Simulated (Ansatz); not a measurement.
**KCl: the gap under strain**

KCl, Fm-3m, a = 6.289 Å. Ansatz: r2SCAN, PAW, 500 eV, Γ-centred 6×6×4 mesh on 4 atoms, Gaussian smearing 0.02 eV; no spin polarisation. Series: equal strain along all axes, cell held, atoms fixed by symmetry; x is the strain in per cent. The gap is sought over the whole zone.

| x (%) | gap y (eV) |
| --- | --- |
| -3.0 | ? |
| -2.0 | 6.056 |
| -1.0 | 5.942 |
| 0.0 | 5.832 |
| 1.0 | 5.728 |
| 2.0 | 5.629 |
| 3.0 | 5.535 |

Question: Fit y = E0 + c1 x + c2 x² to the other rows, give the deformation potential for this strain, and predict the missing gap.

Answer: Least squares on the rows shown. y = 5.8323 − 0.10680 x + 0.0025714 x². The deformation potential is 100 c1 = -10.68 eV per unit strain of each axis, or a third of that, -3.56 eV, as the usual dE_g/d ln V. At x = -3.0 the fit asked for gives 6.176 eV. The run gave 6.177 eV, so the fit is 0.001 eV too low, a small miss on the scale of the series.

Semilocal functionals give gaps under the measured ones; changes of the gap mostly carry over better.